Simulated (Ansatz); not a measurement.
AlGa3As4:
```xyz
8
Lattice="4.0625 0.0000 0.0000 0.0000 4.0625 0.0000 0.0000 0.0000 11.4662" Properties=species:S:1:pos:R:3 pbc="T T T"
Ga     0.0000     0.0000     8.5965
As     2.0313     0.0000    10.0316
Ga     2.0313     2.0313     0.0000
As     0.0000     2.0313     1.4346
Ga     0.0000     0.0000     2.8697
As     2.0313     0.0000     4.3107
Al     2.0313     2.0313     5.7331
As     0.0000     2.0313     7.1555
```

Relaxed with PBE. Special points in fractions of this cell's reciprocal vectors: Γ (0.000, 0.000, 0.000); X (0.000, 0.500, 0.000); M (0.500, 0.500, 0.000); Z (0.000, 0.000, 0.500); R (0.000, 0.500, 0.500); A (0.500, 0.500, 0.500).

**Question.** List the band energies nearest the valence-band maximum at these points for plane-wave PAW PBE (Ansatz code).

**Answer.** In eV from the valence-band maximum; about four levels below and three above (degenerate sets whole), none deeper than 8.9 eV; points with the same levels are listed once.

| k | below | above |
|---|---|---|
| Γ | -1.46 -1.46 -0.01 0.00 0.00 | 0.53 1.53 1.81 |
| X | -1.01 -1.00 -0.97 -0.97 | 0.92 1.34 2.73 |
| M | -2.40 -2.40 -2.40 -2.40 | 1.54 1.54 1.59 |
| Z | -0.65 -0.65 -0.50 -0.50 | 1.46 1.67 2.12 |
| R | -1.14 -1.03 -1.00 -1.00 | 1.99 2.05 2.08 |
| A | -2.75 -2.75 -2.73 -2.73 | 2.45 2.45 2.55 |

Space group P-4m2. The start of the workflow was typed in or built on a structure type; neither database checked (COD, Materials Project) lists it. Whether it is the stable phase at ambient conditions was not checked. The PBE relaxation kept the symmetry of its start; its stability against distortions is not shown here. Spin–orbit coupling is left out wherever it is not named.

Potentials: the earlier of the program's two PAW sets.
